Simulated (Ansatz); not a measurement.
# PtS2 as a free-standing sheet: computed properties

PtS₂:
```yaml
crystal:
  lattice:
    - [3.57531, 0.00000, 0.00000]
    - [-1.78766, 3.09631, 0.00000]
    - [0.00000, 0.00000, 31.00000]
  atoms:
    - { symbol: S, position: [0.66667, 0.33333, 0.53962] }
    - { symbol: Pt, position: [0.00000, 0.00000, 0.50000] }
    - { symbol: S, position: [0.33333, 0.66667, 0.46038] }
```
Free-standing layer in the xy plane with vacuum along z and no interaction between images.

Method: the program Ansatz at the PBE level (PAW). Lattice and atoms are relaxed at this level; other levels are named.

Structure:

```
Item                                         Value
-------------------------------------  -----------
In-plane lattice                       a = 3.575 Å
Distance between the outermost nuclei       2.46 Å
```

Electronic structure:

```
Item                                                                                                                                      Result
-------------------------------------------------------------------------------------------------------  ---------------------------------------
Band gap                                                                                                                      1.76 eV (indirect)
Valence-band maximum                                                                                     on the K–Γ line, 50 % of the way from K
Conduction-band minimum                                                                                  on the Γ–M line, 47 % of the way from Γ
Ionisation potential (Kohn–Sham)                                                                                                         6.36 eV
Electron affinity (Kohn–Sham)                                                                                                            4.60 eV
Electron effective mass, in the valley on the Γ–M line, 47 % of the way from Γ                                   0.71 along x, 0.27 along y (mₑ)
Hole effective mass, in the valley on the K–Γ line, 50 % of the way from K                                       0.72 along x, 0.95 along y (mₑ)
Electron effective mass with spin–orbit coupling, in the valley on the Γ–M line, 47 % of the way from Γ          0.74 along x, 0.29 along y (mₑ)
Hole effective mass with spin–orbit coupling, in the valley on the K–Γ line, 52 % of the way from K               0.87 along x, 1.2 along y (mₑ)
Gap with spin–orbit coupling                                                                                                             1.73 eV
```

Space group P-3m1 (1T). A layer that has been made, often on a substrate. The PBE relaxation kept the symmetry of its start; its stability against distortions is not shown here. The run is not spin-polarised. Scalar-relativistic: spin–orbit coupling is off unless named, which matters more the heavier the elements.

Potentials: the later of the program's two PAW sets.
